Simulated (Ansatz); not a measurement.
Ansatz input file:

```yaml
crystal:
  lattice:
    - [4.035212154, 0.0, 0.0]
    - [-2.017606077, 3.494596235, 0.0]
    - [0.0, 0.0, 6.6680886079]
  atoms:
    - { symbol: Ge, position: [0.6666666667, 0.3333333333, 0.0629814342] }
    - { symbol: Ge, position: [0.3333333333, 0.6666666667, 0.5629814342] }
    - { symbol: Ge, position: [0.6666666667, 0.3333333333, 0.4370185658] }
    - { symbol: Ge, position: [0.3333333333, 0.6666666667, 0.9370185658] }
basis:
  ecutwfc: 500
kpoints:
  mp_grid: { grid: [12, 12, 6] }
hamiltonian:
  xc: r2scan
scf:
  occupations: { method: gaussian, width: 0.01 }
output:
  forces: true
  stress: true
  eigenvalues: true
relax:
  adjacent_minimum: "off"
  f_tol: 0.01
  max_steps: 30
  cell: { stress_tol: 0.1, fix: [volume] }
```

Command:
```bash
ansatz run input.yaml --threads 1 --pin off --max-ram 2560MiB --backend cpu --events-out ev --progress --plain --runs-dir out
```

The calculation used DFT r2SCAN, scalar-relativistic, plane waves, PAW (Ansatz 0.2.0).

Part of what the program printed, abridged (iterations and final results):

```
SCF iter   1: F=—  HF=-17211.525220 eV  |F-HF|=—  |Δ(HF+E_count)|=         —  Δρ=6.06e-3  dr2=1.12e-2  dr2_τ=7.89e-3  ethr=1.77e-3  ⟨swp⟩=6.7  Hψ=9727  notcnv=0
SCF iter   2: F=—  HF=-17211.539350 eV  |F-HF|=—  |Δ(HF+E_count)|=   1.41e-2  Δρ=1.76e-3  dr2=1.12e-3  dr2_τ=3.81e-5  ethr=1.99e-5  ⟨swp⟩=3.0  Hψ=5979  notcnv=0  defer=107
SCF iter   3: F=—  HF=-17211.539593 eV  |F-HF|=—  |Δ(HF+E_count)|=   2.43e-4  Δρ=1.14e-3  dr2=4.28e-4  dr2_τ=4.86e-6  ethr=1.99e-6  ⟨swp⟩=2.9  Hψ=4664  notcnv=0  defer=107
SCF iter   4: F=—  HF=-17211.539667 eV  |F-HF|=—  |Δ(HF+E_count)|=   7.37e-5  Δρ=7.21e-5  dr2=2.77e-6  dr2_τ=7.10e-8  ethr=7.65e-7  ⟨swp⟩=2.0  Hψ=3182  notcnv=0  defer=107
SCF iter   5: F=—  HF=-17211.539669 eV  |F-HF|=—  |Δ(HF+E_count)|=   2.83e-6  Δρ=1.71e-5  dr2=2.01e-7  dr2_τ=4.09e-9  ethr=4.94e-9  ⟨swp⟩=2.1  Hψ=4455  notcnv=0  defer=107
SCF iter   6: F=-17211.539670 eV  HF=-17211.539670 eV  |F-HF|=2.64e-9  |Δ(HF+E_count)|=   1.70e-7  Δρ=2.48e-6  dr2=5.59e-9  dr2_τ=2.09e-10  ethr=1.79e-10  ⟨swp⟩=8.7  Hψ=9137  notcnv=0
SCF 1 converged in 6 iterations: F = -17211.539670 eV  dr2 = 5.59e-9
relax step   1: F+E_penalty+E_count = -17211.53966964 eV  Δ(F+E_penalty+E_count) = +0.000e0 eV  max|allowed force component| = 9.806e-3 eV/Å  Δτ_max = 0.0000 Å  P = -1.941 GPa  Ω = 94.030 Å³  fix = [volume]  reactions: volume -1.941 GPa (6 SCF iters, dr2 threshold 1.00e-7 eV, accepted)
Initial density: handed on by an earlier stage of this run
Initial wavefunctions: pseudopotential atomic-orbital guess (no wavefunctions were taken with the density)
SCF iter   1: F=—  HF=-17211.539672 eV  |F-HF|=—  |Δ(HF+E_count)|=         —  Δρ=2.45e-6  dr2=5.70e-9  dr2_τ=2.07e-10  ethr=7.26e-8  ⟨swp⟩=2.9  Hψ=15685  notcnv=0
SCF iter   2: F=—  HF=-17211.539670 eV  |F-HF|=—  |Δ(HF+E_count)|=   2.17e-6  Δρ=1.70e-6  dr2=2.22e-9  dr2_τ=1.66e-11  ethr=1.02e-11  ⟨swp⟩=2.2  Hψ=4738  notcnv=0
SCF iter   3: F=—  HF=-17211.539670 eV  |F-HF|=—  |Δ(HF+E_count)|=   1.64e-9  Δρ=5.83e-7  dr2=3.89e-10  dr2_τ=4.06e-12  ethr=3.96e-12  ⟨swp⟩=2.0  Hψ=4711  notcnv=0
SCF iter   4: F=-17211.539670 eV  HF=-17211.539670 eV  |F-HF|=2.18e-11  |Δ(HF+E_count)|=  2.91e-10  Δρ=1.73e-7  dr2=2.73e-11  dr2_τ=2.86e-13  ethr=1.00e-12  ⟨swp⟩=4.1  Hψ=7858  notcnv=0
SCF 2 converged in 4 iterations: F = -17211.539670 eV  dr2 = 2.73e-11
SCF converged after 4 iterations
Free energy (F): -17211.539670 eV
Harris-Foulkes:  -17211.539670 eV  (|F-HF|=2.18e-11)
Internal energy: -17211.539652 eV  (E = F + TS)
E sigma→0 (E₀):  -17211.539661 eV
Entropy (-TS):   -0.000018 eV (-0.004 meV/atom)
Fermi energy:    8.059870 eV
--- Per-component energies (eV) ---
  E_band       = -659.430187
  E_kinetic    = 442.316393
  E_local      = -10009.989828  (includes V_loc(G=0)·N_el)
  E_nonlocal   = 1679.254898
  E_hartree    = 4393.029992
  E_xc         = -275.499808
  E_vxc        = -270.389675  (∫ρ·V_xc dr)
  E_paw        = -8136.166223  (= ΣΔE_a)
  E_vpaw       = -1301.912544  (= ΣTr[D̂ρ^β])
  E_aug_tail   = 0.000060  (compensation charges beyond the density's cutoff)
  E_vtau       = 15.230325  (kinetic-family band-sum trace: ∫τ·v_τ [+ j·A + Jᵃ·Aᵃ] dr)
  E_ewald      = -5300.142073
  E_core_change = -4.343063  (= ΣΔE_core)
  E_smearing   = -0.000018  (= −TS)
--- Forces (eV/Å), atoms counted from 1 ---
  atom   1  Ge     0.00000000     0.00000000    -0.00981017
  atom   2  Ge     0.00000000     0.00000000    -0.00981017
  atom   3  Ge     0.00000000     0.00000000     0.00981017
  atom   4  Ge     0.00000000     0.00000000     0.00981017
--- Stress (GPa, compression-positive) ---
       -1.947483       0.000000       0.000000
        0.000000      -1.947483       0.000000
        0.000000       0.000000      -1.928140
  P = ⅓ Tr σ = -1.9410 GPa (-19.410 kbar)
--- Band table (eV; the first three rows and the last of 76) ---
  k-point 0: bands = ["-17.5154", "-17.5154", "-17.4781", "-17.4779", "-17.4779", "-17.4659", "-17.4513", "-17.4513", "-17.4003", "-17.4003", "-17.2780", "-17.2780", "-17.2685", "-17.2539", "-17.2482", "-17.2482", "-17.2280", "-17.2280", "-17.2015", "-17.2015", "-5.1327", "-3.0672", "0.2038", "6.4384", "6.4384", "7.7727", "8.0549", "8.0578", "8.0578", "8.0771", "10.3750", "10.3750", "10.8469", "12.7142"]
  k-point 1: bands = ["-17.5135", "-17.5135", "-17.4822", "-17.4822", "-17.4770", "-17.4663", "-17.4466", "-17.4466", "-17.4037", "-17.4037", "-17.2755", "-17.2755", "-17.2678", "-17.2552", "-17.2499", "-17.2499", "-17.2260", "-17.2260", "-17.2031", "-17.2031", "-5.0476", "-3.3320", "0.6415", "6.2500", "6.5134", "6.5134", "7.8805", "7.8805", "8.1660", "9.2279", "10.5576", "10.5576", "10.9626", "12.5211"]
  k-point 2: bands = ["-17.5082", "-17.5082", "-17.4910", "-17.4910", "-17.4742", "-17.4680", "-17.4365", "-17.4365", "-17.4127", "-17.4127", "-17.2691", "-17.2691", "-17.2658", "-17.2584", "-17.2546", "-17.2546", "-17.2209", "-17.2209", "-17.2077", "-17.2077", "-4.7956", "-3.8669", "1.6903", "4.6012", "6.7322", "6.7322", "7.4892", "7.4892", "8.4273", "9.2865", "10.9856", "10.9856", "12.0604", "12.0604"]
  k-point 75: bands = ["-17.5300", "-17.5300", "-17.5083", "-17.5083", "-17.4439", "-17.4439", "-17.3789", "-17.3789", "-17.3554", "-17.3554", "-17.3397", "-17.3397", "-17.3045", "-17.3045", "-17.2754", "-17.2754", "-17.2054", "-17.2054", "-17.1790", "-17.1790", "-1.9768", "-1.9768", "-0.3899", "-0.3899", "3.6585", "3.6585", "5.8694", "5.8694", "9.4257", "9.4257", "12.3686", "12.3686", "14.0475", "14.0475"]
--- Relaxed structure (1 steps of the walk, 1 accepted, 1 SCFs on fresh bases) ---
  F+E_penalty+E_count = -17211.53966964 eV   max|allowed force component| = 9.810e-3 eV/Å   (the final SCF, on the basis selected at the relaxed cell)
  cell:  # Å, volume = 94.0296 Å³
    - [4.03521215, 0.0, 0.0]
    - [-2.01760607, 3.49459623, 0.0]
    - [0.0, 0.0, 6.6680886079]
  atoms:
    - { symbol: Ge, position: [0.66666666, 0.33333333, 0.0629814342] }
    - { symbol: Ge, position: [0.33333333, 0.66666666, 0.5629814342] }
    - { symbol: Ge, position: [0.66666666, 0.33333333, 0.4370185658] }
    - { symbol: Ge, position: [0.33333333, 0.66666666, 0.93701856] }
```

The relaxation met its thresholds.

It took 65 s on 1 thread of Arm Neoverse V2, with other jobs on the host, peak memory 0.67 GiB.

The smearing is narrow for a metal on this mesh.